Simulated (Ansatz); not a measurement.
Contact densities of Li$_{2}$Pd against volume

```yaml
crystal:
  lattice:
    - [4.22670, 0.00000, 0.00000]
    - [-2.11335, 3.66043, 0.00000]
    - [0.00000, 0.00000, 2.73190]
  atoms:
    - { symbol: Li, position: [0.33333, 0.66667, 0.50000] }
    - { symbol: Li, position: [0.66667, 0.33333, 0.50000] }
    - { symbol: Pd, position: [0.00000, 0.00000, 0.00000] }
```

Atom numbers follow the list: Li1, Li2, Pd3.

The conventional cell has a = 4.227 Å, b = 4.227 Å, c = 2.732 Å, α = 90.00°, β = 90.00°, γ = 120.00°. Li (atom 1) has 5 Li at 2.44 to 2.73 Å and 6 Pd at 2.80 Å as nearest neighbours. Pd (atom 3) has 2 Pd at 2.73 Å and 12 Li at 2.80 Å as nearest neighbours.

The geometry is COD entry 1523156, unchecked; take it as a test cell.

Spin polarisation is left out, and whether a magnetic state lies lower isn't shown here.

Computed with DFT, LDA, all-electron PAW with datasets made for the crystal, scalar-relativistic (Ansatz 0.2.0).

The runs use a Γ-centred 11×11×15 k mesh, Fermi–Dirac smearing of 0.08 eV, cutoff 260 eV (chosen by the program for this cell), no spin polarisation.

The contact density is the mean electron density over the nuclear volume; its changes follow the s electrons' response to bonding and compression. Changes below are taken from the unscaled cell, where it is 91.6617 e/Å³ at Li1, 862113 e/Å³ at Pd3.

Volumes at which the program chose other datasets or cutoffs are left out.

The datasets are made afresh for each cell, so very small changes are uncertain.

Q: Tabulate the changes with volume.

A: 
```tsv
V/V(cell)	P (GPa)	Δρ(0) Li1 (e/Å³)	Δρ(0) Pd3 (e/Å³)
0.9800	-4.0	0.02	1.90
1.0000	-4.9	0.00	0.00
1.0100	-5.4	-0.01	-0.91
1.0400	-6.5	-0.03	-3.56
```
